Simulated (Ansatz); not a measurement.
A As10Se12S3 cell: a random packing after short dynamics, relaxed.

```xyz
25
Lattice="8.3416 -0.2448 0.6686 -0.2523 8.9378 0.1240 0.6515 0.1033 8.6741" Properties=species:S:1:pos:R:3 pbc="T T T"
As    0.9875    5.6553    5.9427
As    2.8426    7.9971    8.8499
As    6.3507    5.6621    4.8507
As    1.1374    8.1177    5.5677
As    4.8534    3.2659    4.5021
As    3.7634    4.2357    2.2934
As    6.9149    4.9673    7.2076
As    7.6621    2.8851    5.8639
As    2.3279    2.2268    7.9066
As    4.5967    0.8709    3.5466
S     5.3095    8.0062    0.9587
S     1.5429    2.5046    5.7983
S     3.4279    6.3513    3.0902
Se    7.3946    8.4023    5.0640
Se    0.5501    8.0668    7.9868
Se    6.1237    4.0893    2.0768
Se    5.8946    1.3307    1.5322
Se    5.0969    8.1512    7.6171
Se    3.5225    5.6667    8.4735
Se    3.9136    6.1955    5.2847
Se    0.5189    4.6748    3.6976
Se    0.7891    8.4468    2.6243
Se    0.9333    4.2284    0.3946
Se    4.5363    2.6959    7.0985
Se    2.4110    1.4826    2.5640
```

All numbers below come from DFT PBE+D3(BJ), scalar-relativistic, plane waves, PAW (Ansatz 0.2.0).

Plane waves to 420 eV, a k mesh through Γ of 2×3×3 on the computed 25-atom cell and Gaussian smearing (0.10 eV); no spin polarisation.

Problem. Describe its local order.

Solution. Counting as bonded all pairs within 1.2 times the summed covalent radii:

| atom → neighbour | mean count | mean length (Å) | spread (Å) |
| --- | --- | --- | --- |
| As → As | 1.40 | 2.60 | 0.11 |
| As → S | 0.30 | 2.31 | 0.05 |
| As → Se | 1.60 | 2.53 | 0.14 |
| S → As | 1.00 | 2.31 | 0.05 |
| S → Se | 1.00 | 2.28 | 0.08 |
| Se → As | 1.33 | 2.53 | 0.14 |
| Se → S | 0.25 | 2.28 | 0.08 |
| Se → Se | 0.67 | 2.54 | 0.17 |

Angles between all pairs of such bonds at an atom (mean ± spread): 98 ± 24° at As, 113 ± 10° at S, 95 ± 24° at Se.

Problem. Does it have a gap?

Solution. It has a gap on the mesh of 0.09 eV. Levels at Γ next to the Fermi level (eV from it): -1.06, -0.82, -0.73, -0.58, -0.49, -0.17, 0.03, 0.83, 1.02, 1.30, 1.53, 1.59.

The final mesh leaves forces up to 0.48 eV/Å and stresses up to 0.2 GPa: the relaxation ran on a coarser mesh, so the cell's shape, its bonds and its energy belong partly to that mesh.

The relaxation stopped before its thresholds.

The k mesh is coarse. An odd mesh misses points on the zone edge, so a gap read on it can be too wide.

Cost: 2 runs of about 24 core-minutes in all (earlier runs that led there not counted), on Arm Neoverse V2 (shared hosts).